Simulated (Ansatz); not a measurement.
Q: Name crystals whose computed values (r²SCAN in the plane-wave PAW code Ansatz) fall in these windows: G_Hill (GPa) 120 to 160; B₀ by P(V) fit (GPa) 210 to 300; Θ_D (K) 410 to 500.

A: 

```
crystal               G_Hill (GPa)  B₀ by P(V) fit (GPa)  Θ_D (K)
--------------------  ------------  --------------------  -------
AlOs, CsCl type                134                   254      441
Rh, dhcp (α-La type)           141                   280      466
```
Others may fit too.

Not the usual ambient phase: Rh, dhcp (α-La type). Standing as an ambient phase not checked: AlOs, CsCl type. Perhaps ordered models of mixed-site phases: AlOs, CsCl type. All cells were relaxed under the symmetry of their starts (and spin orders); stability against distortions was not tested throughout. Rows with no word on spin ran without spin polarisation. Spin–orbit coupling is left out wherever it is not named.

Potentials: the later of the program's two PAW sets.
